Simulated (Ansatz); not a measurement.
Start of a relaxation, (001) slab as cut from the bulk (WSe$_{2}$, P6_3/mmc (No. 194), (0 0 1) face):

```
CELL_PARAMETERS angstrom
3.27115 0.00000 0.00000
-1.63558 2.83290 0.00000
0.00000 0.00000 44.78918
ATOMIC_POSITIONS crystal
Se 0.33333 0.66667 0.16745
W 0.66667 0.33333 0.20482
Se 0.33333 0.66667 0.24220
Se 0.66667 0.33333 0.31504
W 0.33333 0.66667 0.35241
Se 0.66667 0.33333 0.38979
Se 0.33333 0.66667 0.46263
W 0.66667 0.33333 0.50000
Se 0.33333 0.66667 0.53737
Se 0.66667 0.33333 0.61021
W 0.33333 0.66667 0.64759
Se 0.66667 0.33333 0.68496
Se 0.33333 0.66667 0.75780
W 0.66667 0.33333 0.79518
Se 0.33333 0.66667 0.83255
```

All numbers below come from DFT PBEsol, scalar-relativistic, plane waves, PAW in Ansatz 0.2.0. Settings: cutoff 420 eV, Γ-centred mesh 9×9×1 on the computed 15-atom cell, Gaussian smearing of 0.05 eV; no spin polarisation. The cell repeats along c with a dipole correction in the vacuum.

All atoms are free. The cell is fixed. Force threshold 0.02 eV/Å.

(1) Where does it end?

Spin–orbit coupling is left out, which can shift energies with elements as heavy as these.

Results:

(1) The energy changes by less than 0.001 eV in 3 steps, to:

```xyz
15
Lattice="3.2712 0.0000 0.0000 -1.6356 2.8329 0.0000 0.0000 0.0000 44.7892" Properties=species:S:1:pos:R:3 pbc="T T T"
Se    0.0000    1.8886    7.5026
W     1.6356    0.9443    9.1747
Se    0.0000    1.8886   10.8492
Se    1.6356    0.9443   14.1080
W     0.0000    1.8886   15.7822
Se    1.6356    0.9443   17.4564
Se    0.0000    1.8886   20.7204
W     1.6356    0.9443   22.3946
Se    0.0000    1.8886   24.0688
Se    1.6356    0.9443   27.3328
W     0.0000    1.8886   29.0070
Se    1.6356    0.9443   30.6812
Se    0.0000    1.8886   33.9400
W     1.6356    0.9443   35.6145
Se    0.0000    1.8886   37.2866
```

Cost: 1 run of about 1.8 core-minutes, on Intel Xeon 6975P-C (Granite Rapids) (shared hosts).